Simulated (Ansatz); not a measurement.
Given:

SrTiO₃:
```yaml
crystal:
  lattice:
    - [-2.75900, 2.75900, 3.91350]
    - [2.75900, -2.75900, 3.91350]
    - [2.75900, 2.75900, -3.91350]
  atoms:
    - { symbol: Sr, position: [0.75000, 0.25000, 0.50000] }
    - { symbol: Sr, position: [0.25000, 0.75000, 0.50000] }
    - { symbol: Ti, position: [0.00000, 0.00000, 0.00000] }
    - { symbol: Ti, position: [0.50000, 0.50000, 0.00000] }
    - { symbol: O, position: [0.76677, 0.26677, 0.03354] }
    - { symbol: O, position: [0.23323, 0.73323, 0.96646] }
    - { symbol: O, position: [0.26677, 0.23323, 0.50000] }
    - { symbol: O, position: [0.73323, 0.76677, 0.50000] }
    - { symbol: O, position: [0.75000, 0.75000, 0.00000] }
    - { symbol: O, position: [0.25000, 0.25000, 0.00000] }
```

This is the r²SCAN-relaxed structure. x, y and z are the axes in which the lattice vectors are written.

Question: All from r²SCAN (plane waves, PAW; program Ansatz), unless another level is named. Give the electron effective mass with spin–orbit coupling.

Answer: 0.43, 0.75, 0.87 mₑ (principal values).

Question: Give the band gap.

Answer: 2.31 eV (direct).

Question: What about the hole effective mass, band 1 of 2 at the edge?

Answer: 3.2 along x, 0.92 along z (mₑ).

Question: What about the valence-band maximum?

Answer: at Γ.

Space group I4/mcm. The first step of the workflow began from a Materials Project structure, measured or hypothetical; the Crystallography Open Database files this formula in space group No. 140, but the cells were not matched. It is not the phase usual at ambient conditions (space group No. 221). The cell was relaxed with r²SCAN under the symmetry of its start; whether a distortion lowers the energy is not shown. No spin polarisation was allowed. Spin–orbit coupling is left out wherever it is not named.

Potentials: the later of the program's two PAW sets.
